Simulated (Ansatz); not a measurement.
SiO$_{2}$ in space group P3_121 (No. 152; Si on 3a, O on 6c), PBE in the plane-wave PAW code Ansatz. The conduction-band minimum lies at Γ, with 1 equivalent valley. Second derivatives d²E/dk² of the lowest band at one valley (eV·Å²), along Cartesian directions:

```
direction  d²E/dk²
---------  -------
[100]        14.96
[010]        14.96
[001]        15.38
[110]        14.96
[101]        15.17
[011]        15.17
```

Find the principal effective masses, the density-of-states mass and the conductivity mass.

Off-diagonal terms follow from H_xy = H[110] − (H_xx + H_yy)/2, and m*/mₑ = 7.620 eV·Å² over each eigenvalue: 0.50, 0.51, 0.51. One valley's DOS mass (m₁m₂m₃)^(1/3) = 0.50, conductivity mass 3/(Σ 1/mᵢ) = 0.50 mₑ.

What effective density of states Nc follows at 300 K for parabolic valleys?

Nc = 2.509e19 × 1 × (0.50)^(3/2) ≈ 8.9e18 cm⁻³.

Symmetry was held in the PBE relaxation.

Potentials: the earlier of the program's two PAW sets.

Edges and masses are those of Kohn–Sham bands, whose gap is no quasiparticle gap.
